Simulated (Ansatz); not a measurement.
Te$_{3}$As$_{2}$:
```
Te3As2
1.0
    4.02054     0.00000     0.00000
   -2.01027     3.48189     0.00000
    0.00000     0.00000    10.52014
As Te
2 3
Direct
  0.33333   0.66667   0.17562
  0.66667   0.33333   0.82438
  0.00000   0.00000   0.00000
  0.33333   0.66667   0.67388
  0.66667   0.33333   0.32612
```

Relaxed with HSE06. Special points in fractions of this cell's reciprocal vectors: Γ (0.000, 0.000, 0.000); M (0.500, 0.000, 0.000); K (0.333, 0.333, 0.000); A (0.000, 0.000, 0.500); L (0.500, 0.000, 0.500); H (0.333, 0.333, 0.500).

Task: List the band energies nearest the valence-band maximum at these points for DFT-HSE06 in the program Ansatz with PAW potentials.

Result: In eV from the valence-band maximum; about four levels below and three above (degenerate sets whole), none deeper than 8.9 eV; points with the same levels are listed once.

```
k                          below           above
-  -----------------------------  --------------
Γ  -2.06 -2.06 -0.75 -0.75 -0.39  0.95 1.08 1.08
M        -3.05 -2.18 -1.25 -1.19  0.78 2.11 2.75
K  -3.58 -3.58 -1.90 -1.28 -1.28  1.33 2.87 2.87
A        -1.19 -0.85 -0.80 -0.80  1.12 1.14 1.14
L        -2.87 -1.92 -1.24 -1.06  1.18 1.78 1.79
H  -4.00 -4.00 -2.19 -0.62 -0.62  1.99 1.99 2.05
```

Space group P-3m1 (La2O3 or Ni2Al3 type). A made-up cell: these elements were put on the sites of a structure type; neither database checked (COD, Materials Project) lists it. COD files the formula under space group No. 12. Whether it is the stable phase at ambient conditions was not checked. The cell was relaxed with HSE06 under the symmetry of its start; whether a distortion lowers the energy is not shown. The hybrid was solved on a coarse mesh, the path and, where they were found, the r²SCAN edge points; its band edges are the extreme levels among these. Scalar-relativistic: spin–orbit coupling is off unless named, which matters more the heavier the elements.

Potentials: the later of the program's two PAW sets.
